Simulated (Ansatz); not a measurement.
Perturbing Bi2S3

Base: a structure deposited in the COD whose atoms were relaxed with PBE, the cell held.

```yaml
crystal:
  lattice:
    - [11.34500, 0.00000, 0.00000]
    - [0.00000, 3.99400, 0.00000]
    - [0.00000, 0.00000, 11.19300]
  atoms:
    - { symbol: Bi, position: [0.48665, 0.25000, 0.32507] }
    - { symbol: Bi, position: [0.01335, 0.75000, 0.82507] }
    - { symbol: Bi, position: [0.98665, 0.25000, 0.17493] }
    - { symbol: Bi, position: [0.51335, 0.75000, 0.67493] }
    - { symbol: Bi, position: [0.33875, 0.75000, 0.03200] }
    - { symbol: Bi, position: [0.16125, 0.25000, 0.53200] }
    - { symbol: Bi, position: [0.83875, 0.75000, 0.46800] }
    - { symbol: Bi, position: [0.66125, 0.25000, 0.96800] }
    - { symbol: S, position: [0.28446, 0.25000, 0.19216] }
    - { symbol: S, position: [0.21554, 0.75000, 0.69216] }
    - { symbol: S, position: [0.78446, 0.25000, 0.30784] }
    - { symbol: S, position: [0.71554, 0.75000, 0.80784] }
    - { symbol: S, position: [0.54977, 0.75000, 0.12916] }
    - { symbol: S, position: [0.95023, 0.25000, 0.62916] }
    - { symbol: S, position: [0.04977, 0.75000, 0.37084] }
    - { symbol: S, position: [0.45023, 0.25000, 0.87084] }
    - { symbol: S, position: [0.37796, 0.75000, 0.44378] }
    - { symbol: S, position: [0.12204, 0.25000, 0.94378] }
    - { symbol: S, position: [0.87796, 0.75000, 0.05622] }
    - { symbol: S, position: [0.62204, 0.25000, 0.55622] }
```

Sites (sets of like atoms) are named by element and the number of their first atom in this list.

Computed with Ansatz: DFT, PBE, plane waves and PAW, scalar-relativistic, 420 eV cutoff, Γ-centred 3×7×3 k-points, Fermi–Dirac smearing 0.02 eV.

Q: Variant: z stretched by 2 %, ions relaxed. What happens to the gradients (10²¹ V/m²)?

A: 

```json
{"site": "Bi1", "atoms": "1, 2, 3, 4", "V_zz base": "7.66", "η base": "0.99", "V_zz variant": "10.46", "η variant": "0.94"}
{"site": "Bi5", "atoms": "5, 6, 7, 8", "V_zz base": "-19.52", "η base": "0.08", "V_zz variant": "-22.2", "η variant": "0.05"}
{"site": "S9", "atoms": "9, 10, 11, 12", "V_zz base": "-2.67", "η base": "0.34", "V_zz variant": "-3.07", "η variant": "0.79"}
{"site": "S13", "atoms": "13, 14, 15, 16", "V_zz base": "4.24", "η base": "0.94", "V_zz variant": "4.64", "η variant": "0.95"}
{"site": "S17", "atoms": "17, 18, 19, 20", "V_zz base": "-8.90", "η base": "0.16", "V_zz variant": "-10.09", "η variant": "0.18"}
```

The largest change of V_zz is on Bi1, from 7.66 to 10.46. In per cent, |V_zz| changes by +14 to +36 on Bi, +9 to +15 on S (all sites that start above 0.5). Where |V_zz| stays above 0.1, η moves most on S9, from 0.34 to 0.79.

Spin–orbit coupling is left out, which shifts gradients on Bi by a few per cent, and by more where contributions nearly cancel.
